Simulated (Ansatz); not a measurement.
Mg2TeS in space group R3m (No. 160; Mg on 3a, Mg on 3a, Te on 3a, S on 3a), the program Ansatz at the r²SCAN level (PAW), all energies at zero smearing, with the estimated change up to a 700 eV cutoff added, with one set of potentials and settings (totals compare only within such a set). Cell of 4 atoms (2 Mg, 1 Te, 1 S): -11758.588 eV.

```csv
element,reference phase,E (eV/atom)
Mg,"P6_3/mmc, 2 atoms in the cell",-1926.4086
Te,"P3_121, 3 atoms in the cell",-6994.8235
S,"P2/c, 32 atoms in the cell",-905.8156
```

Formation energy per atom, worked out: (-11758.588 − 2×(-1926.4086) − 1×(-6994.8235) − 1×(-905.8156))/4 = -1.283 eV/atom (-124 kJ per mol of atoms), at 0 K, without zero-point energy or fitted corrections.

The workflow started from a Materials Project entry (that database holds measured and hypothetical structures alike); the Crystallography Open Database copy checked does not list it. Its standing as an ambient phase is unchecked. The cell was relaxed with r²SCAN under the symmetry of its start; whether a distortion lowers the energy is not shown. The references are the lowest solids computed at this level, not always the standard phases. Spin–orbit coupling is left out wherever it is not named.

Potentials: the later of the program's two PAW sets.
